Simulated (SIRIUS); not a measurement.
Consider a self-consistent single point of TaN (P-6m2, 4 atoms in the cell; from Materials Project mp-1459, changed as shown).

```yaml
crystal:
  lattice:
    - [2.88114, 0.00000, 0.00000]
    - [0.00000, 4.99028, 0.00000]
    - [0.00000, 0.00000, 2.83238]
  atoms:
    - { symbol: Ta, position: [0.00000, 0.00000, 0.50000] }
    - { symbol: Ta, position: [0.50000, 0.50000, 0.50000] }
    - { symbol: N, position: [0.50000, 0.16667, 0.00000] }
    - { symbol: N, position: [0.00000, 0.66667, 0.00000] }
```

Computed with LDA (PW92), PseudoDojo 0.4 standard norm-conserving LDA (tails mended) pseudopotentials (plane waves; SIRIUS).

SIRIUS settings:

```
setting                                                                                                       value
--------------------------------------  ---------------------------------------------------------------------------
parameters.ngridk                                                                                             8 6 8
parameters.xc_functionals                                                                   [XC_LDA_X, XC_LDA_C_PW]
parameters.gk_cutoff                                                                                   9.165 1/bohr
parameters.pw_cutoff                                                                                  18.331 1/bohr
parameters.smearing                                                                                     fermi_dirac
parameters.smearing_width                                                                             0.00499791 Ha
potentials                              PseudoDojo 0.4 standard norm-conserving LDA (tails mended) pseudopotentials
parameters.electronic_structure_method                                                              pseudopotential
parameters.num_bands                                                                                             22
parameters.num_mag_dims                                                                                           0
parameters.num_dft_iter                                                                                         100
parameters.energy_tol                                                                                      1e-07 Ha
parameters.density_tol                                                                                        1e-06
mixer.type                                                                                                 broyden2
mixer.beta                                                                                                      0.7
mixer.use_hartree                                                                                              true
```

Results:

| Quantity | Value |
|---|---|
| Number of valence electrons | 36 |
| Number of bands | 22 |
| Number of k-points after the program's reduction | 100 |
| Number of plane waves (most at a k-point) | 3604 |
| Number of SCF iterations | 18 |
| FFT grid | 36 × 60 × 36 |
| Free energy E − TS | -4116.1904 eV |
| Fermi level (on the code's own zero) | 21.03 eV |
| Pressure | 6.74 GPa |
| Largest force (vector length) | 0.002 eV/Å |

Stress (GPa, positive for compression):
```
7.01  0.00  0.00
0.00  6.98  0.00
0.00  0.00  6.23
```

For comparison: a first run was changed to give this one (lattice scaled by 0.98), and from it to this one the free energy drops by 19.1 meV/atom, the pressure goes from -15.19 to 6.74 GPa and the largest force stays at 0.002 eV/Å.

The structure comes from a collection of computed structures, made at another level of theory; the collection holds predicted forms beside known ones. No clean gap shows at this smearing width and mesh (spacing up to 0.28 Å⁻¹); the mesh is coarse for partly filled bands, so the values carry mesh errors.

Cost on one core: roughly 4 core-minutes.

“Tails mended”: in these copies of the files the far tail of each local potential was reset to the Coulomb form.
